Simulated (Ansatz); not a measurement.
## LiMg2: how the plane-wave cutoff moves the results

Method: Ansatz, DFT PBEsol, scalar-relativistic, plane waves, PAW.

```xyz
3
Lattice="5.4111 -1.8009 -0.0312 5.3648 1.6555 0.0084 -1.0963 0.0523 3.2373" Properties=species:S:1:pos:R:3 pbc="T T T"
Li    4.8108   -0.0005    1.5773
Mg    8.1790   -0.0575    2.7022
Mg    1.5381   -0.0576    0.4815
```

| Item | Value |
| --- | --- |
| Γ-centred k-mesh | 10×10×10 |
| occupation rule | Gaussian smearing, 0.1 eV |
| spin treatment | unpolarised |
| valence charge of the PAW sets | Li 3, Mg 10 |

The atoms are held and the plane-wave cutoff is swept. Energies are extrapolated to zero smearing and count from the reference run, 600 eV. The cell was strained and its atoms displaced at random, so that forces don't vanish. Pressure is positive in compression and holds a correction for the finite cutoff (Pulay stress).

```tsv
cutoff (eV)	ΔE (meV/atom)	P (GPa)	largest change of a force component (eV/Å)	plane waves at Γ
200	1282	1.04	0.015	389
250	148	0.80	0.004	545
300	14.3	0.80	0.000	701
350	1.00	0.79	0.000	917
420	0.19	0.78	0.000	1183
600	0.00	0.78	0.000	2007
```